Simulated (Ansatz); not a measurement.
**GdRu3 (AuCu3-type structure)**

Computed with Ansatz (plane waves, PAW, 420 eV cutoff): PBE+U (U_eff = 6 eV on Gd 4f), scalar-relativistic, collinear spin, Γ-centred 8×8×8 mesh, 0.05 eV Gaussian smearing. The datasets are Ansatz's generated set soft_2.

```
Gd Ru
1.0
     4.06838    0.00000    0.00000
     0.00000    4.06838    0.00000
     0.00000    0.00000    4.06838
Gd Ru
1 3
Cartesian
  0.0000 0.0000 0.0000
  0.0000 2.0342 2.0342
  2.0342 2.0342 0.0000
  2.0342 0.0000 2.0342
```

The start was a prototype's sites filled with these elements, not a measured cell.

Magnetic state: ferromagnetic, site spin moments Gd 7.03; Ru -0.36 μB.

The geometry was relaxed with PBE+U and stays fixed; the gap of the first row includes a band path, the others are on their meshes. A negative pressure means that the level wants a smaller cell.

```tsv
level	k-mesh	gap (eV)	P (GPa)	largest spin moment (μB)	f electrons (Löwdin)
PBE+U (U_eff = 6 eV on Gd 4f)	8×8×8	metal	-0.1	7.03	7.06
```

**Question.** What do the gap, the largest spin moment and the pressure become under PBE+U (U_eff = 6 eV on Gd 4f) with spin–orbit coupling, moments started along [001] (8×8×8)?

**Answer.** Gap zero (metallic), pressure 0.0 GPa, largest spin moment 6.68 μB.

**Question.** Give the gap, the largest spin moment and the pressure for PBE+U (U_eff = 5 eV on Gd 4f) (8×8×8).

**Answer.** Gap zero (metallic), pressure -0.3 GPa, largest spin moment 7.01 μB.

**Question.** Give the gap, the largest spin moment and the pressure for HSE06 (6×6×6).

**Answer.** Gap zero (metallic), pressure -2.5 GPa, largest spin moment 7.09 μB.

**Question.** And under PBE+U (U_eff = 2 eV on Gd 4f) (8×8×8): gap, the largest spin moment, pressure?

**Answer.** Gap zero (metallic), pressure -1.1 GPa, largest spin moment 6.95 μB.

**Why the levels differ.**

To first order a pressure P at this geometry moves the equilibrium volume by ΔV/V ≈ P/B0, with B0 = 168 GPa from PBE+U's equation of state: PBE+U (U_eff = 2 eV on Gd 4f) −1.14/167.9 = −0.7 %, about 16.7 Å³/atom; HSE06 −2.46/167.9 = −1.5 %, about 16.6 Å³/atom (from 16.83). These are estimates, not relaxations.

From U = 2 to 6 eV on Gd the pressure goes from -1.1 to -0.1 GPa, the crystal stays metallic, and the largest spin moment goes from 6.95 to 7.03 μB. A larger U localises the open shell and takes it out of the bonding, so the cell wants to grow.

Site moments are integrated over atomic spheres, and over Gaussian weights of 0.5 Å with spin–orbit coupling, which catches less, so rows with and without it don't compare exactly; the coupling itself also lowers spin moments.

The run wasn't fully tested for a lower electronic state.

The hybrid's mesh is coarser. The hybrid's pressure is less tightly converged. Pressures are a third of the stress tensor's trace.
